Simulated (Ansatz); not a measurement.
CuI:
```cif
data_Cu3I3
_chemical_formula_sum 'Cu3 I3'
_space_group_name_H-M_alt 'P 1'
_space_group_IT_number 1
_cell_length_a 4.21776
_cell_length_b 4.21776
_cell_length_c 9.75693
_cell_angle_alpha 90.000
_cell_angle_beta 90.000
_cell_angle_gamma 120.000
loop_
_space_group_symop_operation_xyz
  'x, y, z'
loop_
_atom_site_label
_atom_site_type_symbol
_atom_site_fract_x
_atom_site_fract_y
_atom_site_fract_z
_atom_site_occupancy
Cu1 Cu 0.49963 0.00000 0.33333 1
Cu2 Cu 0.00000 0.49963 0.66667 1
Cu3 Cu 0.50037 0.50037 0.00000 1
I1 I 0.49999 0.00000 0.83333 1
I2 I 0.00000 0.49999 0.16667 1
I3 I 0.50001 0.50001 0.50000 1
```

Relaxed with r²SCAN.

Task: Tabulate the valence density and the electron localisation function along the shortest Cu–I contact (2.66 Å), plane-wave PAW r²SCAN (Ansatz code).

Result: 

| distance from Cu (Å) | density (e/Å³) | ELF |
|---|---|---|
| 0.27 | 38.03 | 0.55 |
| 0.40 | 16.41 | 0.29 |
| 0.53 | 6.12 | 0.17 |
| 0.67 | 2.33 | 0.14 |
| 0.80 | 0.97 | 0.14 |
| 0.93 | 0.47 | 0.13 |
| 1.06 | 0.35 | 0.15 |
| 1.20 | 0.34 | 0.29 |
| 1.33 | 0.39 | 0.55 |
| 1.46 | 0.49 | 0.70 |
| 1.60 | 0.63 | 0.71 |
| 1.73 | 0.79 | 0.64 |
| 1.86 | 1.24 | 0.52 |
| 2.00 | 3.06 | 0.38 |
| 2.13 | 6.46 | 0.26 |
| 2.26 | 10.02 | 0.22 |
| 2.40 | 12.56 | 0.27 |

The density is the valence pseudo-density with augmentation charge, so density and ELF within about 1 Å of a nucleus are not all-electron values.

Space group P6_422. The start of the workflow was typed in or built on a structure type; neither database checked (COD, Materials Project) lists it. It is not the phase usual at ambient conditions (space group No. 216). The r²SCAN relaxation kept the symmetry of its start; its stability against distortions is not shown here. The workflow began spin-polarised and lost its moments. Scalar-relativistic: spin–orbit coupling is off unless named, which matters more the heavier the elements.

Potentials: the earlier of the program's two PAW sets.
